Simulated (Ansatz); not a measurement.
## Ca (Fm-3m), two-dimensional strain map

Method: Ansatz 0.2.0, DFT PBEsol, scalar-relativistic, plane waves, PAW. Cutoff 420 eV, Γ-centred 14×14×14 k-points, Gaussian smearing of 0.15 eV. No spin polarisation. Energies are free energies at this smearing, counted from the undisturbed cell; pressure is positive in compression.

The starting cell (as given, not relaxed at this level; it stands at -1.2 GPa):

```xyz
1
Lattice="0.0000 2.7942 2.7942 2.7942 0.0000 2.7942 2.7942 2.7942 0.0000" Properties=species:S:1:pos:R:3 pbc="T T T"
Ca    0.0000    0.0000    0.0000
```

The cell is strained by p along both x and y and by q along z, fractional coordinates fixed. Points are written (p, q).

Energy above the undisturbed cell in meV/atom (a dash: not computed):

```
 p \ q  -0.030  -0.015  0.000  0.015  0.030
-0.030   -10.8   -11.4  -10.6   -8.4   -4.8
-0.015   -11.2   -10.0   -7.5   -3.7    1.4
 0.000    -7.1    -4.2    0.0    5.3   11.8
 0.015     1.0     5.6   11.4   18.2   26.0
 0.030    12.7    19.0   26.3   34.5   43.7
```

Pressure in GPa:

```
 p \ q  -0.030  -0.015  0.000  0.015  0.030
-0.030     0.4     0.1   -0.2   -0.5   -0.7
-0.015    -0.2    -0.5   -0.7   -0.9   -1.2
 0.000    -0.7    -0.9   -1.2   -1.4   -1.6
 0.015    -1.2    -1.4   -1.6   -1.7   -1.9
 0.030    -1.5    -1.7   -1.9   -2.1   -2.2
```